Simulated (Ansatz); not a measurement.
The relaxed structure here is a generated cell of Cu: the first start was made by placing the elements on the sites of a structure type, and the end was not matched to a known phase here, so it may be hypothetical. Known forms of Cu include space group No. 225.

The end point of a relaxation of Cu. Space group I4/mmm (No. 139). The numbers are results of r2SCAN (plane waves to 500 eV, PAW, scalar-relativistic; Ansatz, a quantum-chemistry and plane-wave program), not measurements.

```cif
data_Cu
_chemical_formula_sum 'Cu1'
_space_group_name_H-M_alt 'P 1'
_space_group_IT_number 1
_cell_length_a 2.46509
_cell_length_b 2.46509
_cell_length_c 2.46509
_cell_angle_alpha 107.931
_cell_angle_beta 107.931
_cell_angle_gamma 112.598
loop_
_space_group_symop_operation_xyz
  'x, y, z'
loop_
_atom_site_label
_atom_site_type_symbol
_atom_site_fract_x
_atom_site_fract_y
_atom_site_fract_z
_atom_site_occupancy
Cu1 Cu 0.50000 0.50000 0.00000 1
```

For Cu, the volume per atom is 11.51 Å³. The density comes out as 9.17 g/cm³. The band gap is zero (metallic), the shortest distances is Cu–Cu 2.47 Å and the k-mesh is 23×23×23.

No spin polarisation in the result.

The run could not lose the symmetry of its start: the end is stationary, and may be a saddle point rather than a minimum.
